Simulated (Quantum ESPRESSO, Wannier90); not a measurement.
## LiTaO3 (R3c): Wannier90 run

```yaml
crystal:
  lattice:
    - [-2.56698, 4.44614, 0.00000]
    - [-5.13396, 0.00000, 0.00000]
    - [-2.56698, 1.48205, 4.60543]
  atoms:
    - { symbol: Li, position: [0.71678, 0.71678, 0.84966] }
    - { symbol: Li, position: [0.21678, 0.21678, 0.34966] }
    - { symbol: Ta, position: [0.00054, 0.00054, 0.99837] }
    - { symbol: Ta, position: [0.50054, 0.50054, 0.49837] }
    - { symbol: O, position: [0.13327, 0.38569, 0.70551] }
    - { symbol: O, position: [0.38569, 0.77553, 0.70551] }
    - { symbol: O, position: [0.77553, 0.13327, 0.70551] }
    - { symbol: O, position: [0.27553, 0.88569, 0.20551] }
    - { symbol: O, position: [0.63327, 0.27553, 0.20551] }
    - { symbol: O, position: [0.88569, 0.63327, 0.20551] }
```

Structure: Materials Project mp-3666, symmetrised, not relaxed again. COD (Crystallography Open Database) has an entry of this formula and space group (matched by these alone). Level: PBEsol, no spin polarisation, no spin-orbit coupling; pw.x of Quantum ESPRESSO at 68 Ry with PseudoDojo potentials, 4×4×4 k-points, Wannier90. Density: 8×8×8 mesh, cold smearing 0.01 Ry. Spin-orbit coupling is left out although heavy elements are present.

Functional, cutoff and mesh named above are those of the base row (PBEsol); the first column says what each row takes instead. Model: 24 functions from bands 11-34, start SCDM (isolated) (the valence bands). Energies are relative to the valence-band maximum; the misfit is to pw.x on a path, for all bands of the set. The functional changes, each with its own PseudoDojo files and their cutoffs, on the same cell. Ω_total can sit in another minimum from row to row; Ω_I of an isolated set cannot. A star marks runs that hit the step limit.

| functional | Ω_I (Å²) | Ω_total (Å²) | rms misfit (meV) | gap (eV) | bottom of band 11 (eV) |
|---|---|---|---|---|---|
| LDA | 18.33 | 21.27* | 1.0 | 3.79 | -17.07 |
| PBE | 18.00 | 20.89* | 1.0 | 3.92 | -17.33 |
| PBEsol | 18.24 | 21.16* | 1.0 | 3.85 | -17.28 |
